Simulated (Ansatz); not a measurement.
# Kick test of a cell of SiC₃

The structure comes from a generated guess, relaxed at this level; another structure or a mixture of phases may lie lower.

Theory: Ansatz, DFT PBE, scalar-relativistic, plane waves, PAW. Plane waves to 420 eV, a k mesh through Γ of 18×18×6 on the computed 4-atom cell and Gaussian smearing (0.10 eV); no spin polarisation.

The cell below (4 atoms, space group P-6m2 (No. 187)) is relaxed within its symmetry.

```cif
data_structure
_symmetry_space_group_name_H-M 'P 1'
_symmetry_Int_Tables_number 1
_cell_length_a 2.8377
_cell_length_b 2.8377
_cell_length_c 9.1554
_cell_angle_alpha 90.000
_cell_angle_beta 90.000
_cell_angle_gamma 120.000
_cell_volume 63.85
loop_
_atom_site_label
_atom_site_type_symbol
_atom_site_fract_x
_atom_site_fract_y
_atom_site_fract_z
_atom_site_occupancy
Si1 Si 0.66667 0.33333 0.50000 1
C1 C 0.33333 0.66667 0.00000 1
C2 C 0.33333 0.66667 0.50000 1
C3 C 0.66667 0.33333 0.00000 1
```

For the test a repeat of it with 8 atoms (edges 2.84, 4.91, 9.16 Å) was strained at random (σ = 1.5 % a component), the atoms were moved at random (σ = 0.05 Å), and all was relaxed again on a coarse 8×4×4 mesh (in the run’s order of axes) with 0.20 eV smearing, with no symmetry imposed.

Weakly bound directions are ill-defined at this level, which has no dispersion term.

Problem. What happens?

Solution. It doesn't return. The energy falls by 279 meV/atom on that mesh, the volume changes by -9.3 %, and the end has space group P2_1 (No. 4) at a loose tolerance. Relaxed again on a 14×8×4 mesh with 0.02 eV smearing, the new structure lies 280 meV/atom below the first (mesh in the axes of the run's cell; the cell below is made exact in the group named). Space group P1 (No. 1), triclinic, a = 2.745 Å, b = 4.353 Å, c = 9.849 Å, α = 90.3°, β = 91.1°, γ = 90.0°. Si on its first site is surrounded by 3 C at 1.73–1.75 Å; Si on its second site is surrounded by 3 C at 1.73–1.75 Å; around C on its first site lie 1 C at 1.45 Å and 2 C at 1.55 Å; C on its second site has 1 C at 1.45 Å and 2 C at 1.55 Å; 4 more sites not described.

```xyz
8
Lattice="2.7454 0.0000 0.0000 0.0000 4.3532 0.0000 -0.1886 -0.0566 9.8472" Properties=species:S:1:pos:R:3 pbc="T T T"
Si    2.6234    1.9830    5.2013
Si    1.2507    4.1595    4.6475
C     1.2118    0.1768    9.8469
C    -0.1609    2.3534    9.8459
C     1.2507    1.1174    5.8088
C     2.6234    3.2940    4.0400
C    -0.1609    0.9063    9.8467
C     1.2118    3.0828    9.8460
```
